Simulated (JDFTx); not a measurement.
Mg(1 1 -2 1) slab cut from bulk Mg (space group P6_3/mmc, indices of the conventional cell, lattice of the Materials Project entry mp-153, not re-optimised): 12 atoms in 12 planes, a 1x1 cell of 29.56 Å² (|a| = 5.494, |b| = 6.041 Å), 8.2 Å between the outermost planes, cell height 24.3 Å, 4×4×1 k mesh, Fermi smearing 0.01 Ha, no spin polarisation.

Profiles through the double layer of this slab, charged, in CANDLE, acetonitrile, 1 M NaF; PBE, GBRV ultrasoft potentials, plane waves to 20/100 Ha, JDFTx (a modified build). z is the height above the outermost atoms, φ the plane-averaged electrostatic potential energy of an electron (zero in the bulk liquid), ρ_b the bound charge of solvent and ions, s the cavity shape function (0 in the solid, 1 in the liquid).

```csv
z (Å),n (e/Å³),s,φ (eV),ρ_b (10⁻³ e/Å³)
1.00,0.0174,0.00,-1.518,-4.89
1.46,0.0059,0.04,-0.595,-11.15
1.92,0.0017,0.14,-0.266,-4.12
2.39,0.0004,0.28,-0.168,-0.79
2.85,0.0001,0.42,-0.117,-0.38
3.31,0.0000,0.56,-0.086,-0.24
3.78,0.0000,0.70,-0.064,-0.16
4.24,0.0000,0.84,-0.050,-0.11
4.70,0.0000,0.95,-0.039,-0.07
5.16,0.0000,1.00,-0.031,-0.04
5.63,0.0000,1.00,-0.025,-0.03
6.09,0.0000,1.00,-0.020,-0.02
6.55,0.0000,1.00,-0.016,-0.02
7.02,0.0000,1.00,-0.013,-0.02
7.48,0.0000,1.00,-0.011,-0.01
7.94,0.0000,1.00,-0.009,-0.01
```

Is the electrode positively or negatively charged, and roughly by how much?

Positively: σ = 16.7 μC/cm² per face. The liquid's bound charge is of the opposite sign overall, and far from the surface φ decays with the screening length (2.1 Å).
